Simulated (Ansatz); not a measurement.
An Ansatz (a program for electronic structure) input:

Ansatz 0.2 input:
```yaml
crystal:
  lattice:
    - [2.4040649797, 1.3879875632, 4.3872147838]
    - [-2.4040649797, 1.3879875632, 4.3872147838]
    - [0.0, -2.7759751263, 4.3872147838]
  atoms:
    - { symbol: Cr, position: [0.0, 0.0, 0.0] }
    - { symbol: F, position: [0.3667781911, 0.0797620067, 0.7806013028] }
    - { symbol: F, position: [0.6332218089, 0.9202379933, 0.2193986972] }
    - { symbol: F, position: [0.7806013028, 0.3667781911, 0.0797620067] }
    - { symbol: F, position: [0.2193986972, 0.6332218089, 0.9202379933] }
    - { symbol: F, position: [0.0797620067, 0.7806013028, 0.3667781911] }
    - { symbol: F, position: [0.9202379933, 0.2193986972, 0.6332218089] }
kpoints:
  mp_grid: { grid: [6, 6, 6] }
hamiltonian:
  xc: r2scan
  dispersion: d4
  pseudopotentials: { kind: paw }
scf:
  occupations: { method: fixed }
output:
  optics: { e_range: [0.0, 15.0], de: 0.05, sigma: 0.1, bands: { spectra_wanted_up_to: 12 eV } }
```

Q: How many symmetry operations and irreducible k-points will the run report?

A: 6 operations, 40 of 216 k-points.

Q: With a cutoff of 500 eV, how many plane waves at Γ?

A: 2235.

It took very roughly 2.1 core-minutes on shared server cores.

Space group R-3. The first step of the workflow began from a Materials Project structure, measured or hypothetical; the Crystallography Open Database copy checked does not list it. Whether it is the stable phase at ambient conditions was not checked. The r²SCAN+D4 relaxation kept the symmetry of its start; its stability against distortions is not shown here. No spin polarisation was allowed. No Hubbard U is applied.

Potentials: the later of the program's two PAW sets.

Ansatz is a plane-wave DFT program.
